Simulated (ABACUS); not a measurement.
Input and output of a self-consistent single point for LiScF₄ (I4_1/a, 12 atoms in the cell; from Materials Project mp-559598, lattice scaled a little) (ABACUS).

Computed with PBEsol, numerical atomic orbitals DZP (confined pseudo-atomic orbitals; energy shift 0.01 Ry), PseudoDojo 0.4 standard norm-conserving PBEsol (tails mended) pseudopotentials run with ABACUS.

```
CELL_PARAMETERS angstrom
     -2.55408     2.55408     5.14086
      2.55408    -2.55408     5.14086
      2.55408     2.55408    -5.14086
ATOMIC_POSITIONS crystal
  Li 0.00000 0.00000 0.00000
  Li 0.75000 0.25000 0.50000
  Sc 0.25000 0.75000 0.50000
  Sc 0.50000 0.50000 0.00000
  F  0.25868 0.37008 0.46782
  F  0.12008 0.15226 0.61140
  F  0.90226 0.79086 0.53218
  F  0.54086 0.50868 0.38860
  F  0.49132 0.87992 0.03218
  F  0.62992 0.09774 0.88860
  F  0.84774 0.45914 0.96782
  F  0.20914 0.74132 0.11140
```

Reference input (self-consistent single point, DFT, PBEsol, numerical atomic orbitals DZP (confined pseudo-atomic orbitals; energy shift 0.01 Ry), PseudoDojo 0.4 standard norm-conserving PBEsol (tails mended) pseudopotentials): basis = DZP numerical atomic orbitals, energy shift 0.01 Ry; KPT = Gamma 6 6 6 0 0 0; basis_type = lcao; dft_functional = PBESOL; ecutwfc = 100 Ry; smearing_method = fixed; potentials = PseudoDojo 0.4 standard norm-conserving PBEsol (tails mended); symmetry = 1; ks_solver = scalapack_gvx; scf_nmax = 100; scf_thr = 1.0e-06; mixing_type = broyden. This run's input differs from it in these lines:

```diff
@@ -19,2 +19,3 @@
 out_mul              1
+gamma_only           1
 device               cpu
@@ -65,7 +66,2 @@
    1.6437535192   -1.0747049408    4.3134899916
-# file: KPT
-K_POINTS
-0
-Gamma
-6 6 6 0 0 0
```

Output, abridged:

```
 SELF-CONSISTENT
 -------------------------------------------

                  longest orb rcut (Bohr) = 9
   longest nonlocal projector rcut (Bohr) = 1.7
                     search radius (Bohr) = 18

                          real space grid = [ 75, 75, 75 ]
                                 init_chg = atomic

 LCAO ALGORITHM --------------- ION=   1  ELEC=   1--------------------------------

 Density error is 0.0984342852566
 E_KohnSham     -615.7178404970      -8377.2709910149
 E_Fermi        0.0077564258         0.1055315872

 LCAO ALGORITHM --------------- ION=   1  ELEC=   2--------------------------------

   [... lines left out ...]

   [... 5 blocks of this kind left out ...]

 LCAO ALGORITHM --------------- ION=   1  ELEC=   8--------------------------------

 Density error is 2.77147046029e-06
 E_KohnSham     -616.3344385089      -8385.6602373518
 E_Fermi        0.1751778728         2.3834172341

 LCAO ALGORITHM --------------- ION=   1  ELEC=   9--------------------------------

 Density error is 3.99075801233e-07
 E_KohnSham     -616.3344385090      -8385.6602373530
 E_KS(sigma->0) -616.3344385090      -8385.6602373530
 E_entropy(-TS) 0.0000000000         0.0000000000
 E_Fermi        0.1751758407         2.3833895853
 charge density convergence is achieved
 final etot is -8385.6602374 eV
 EFERMI = 2.3833895853 eV

 STATE ENERGY(eV) AND OCCUPATIONS    NSPIN == 1
   [... 49 lines left out ...]

 TOTAL-FORCE (eV/Angstrom)
                       Li1         0.0000000000         0.0000000000         0.0000000000
                       Li2         0.0000000000         0.0000000000         0.0000000000
                       Sc1         0.0000000000         0.0000000000         0.0000000000
                       Sc2         0.0000000000         0.0000000000         0.0000000000
                        F1         0.2858543489         0.1162571549        -0.2187472060
                        F2        -0.1162571549         0.2858543489        -0.2187472060
                        F3        -0.2858543489        -0.1162571549        -0.2187472060
   [... lines left out ...]

 TOTAL-STRESS (KBAR)
       -99.3387058542        -0.0000000000         0.0000000000
         0.0000000000       -99.3387058542        -0.0000000000
        -0.0000000000        -0.0000000000       -97.0919651241
 TOTAL-PRESSURE: -98.589792 KBAR

 --------------------------------------------
 !FINAL_ETOT_IS -8385.6602373530495242 eV
 --------------------------------------------
```

The run converged in 9 iterations. Against the reference run the free energy rises by 15.6 meV/atom, the pressure goes from -10.19 to -9.86 GPa and the largest force goes from 0.322 to 0.378 eV/Å.

The atom-centred basis is finite, which shifts total energies, pressures and forces against plane waves. This run is one point of a test of settings, so its values need not be converged; read them against the reference run alone. The structure comes from a collection of computed structures, made at another level of theory; the collection holds predicted forms beside known ones. Its lattice was then scaled. With one or two k-points the zone of this small cell is coarsely sampled: energies, forces and stress carry that error and can break the symmetry, so a converged loop does not mean converged values.

Cost on one core: around 40 core-seconds (rough).

The atomic orbitals were generated for these runs; they are not ABACUS's published sets and were checked against plane waves on a few crystals only.

“Tails mended”: in these copies of the files the far tail of each local potential was reset to the Coulomb form.
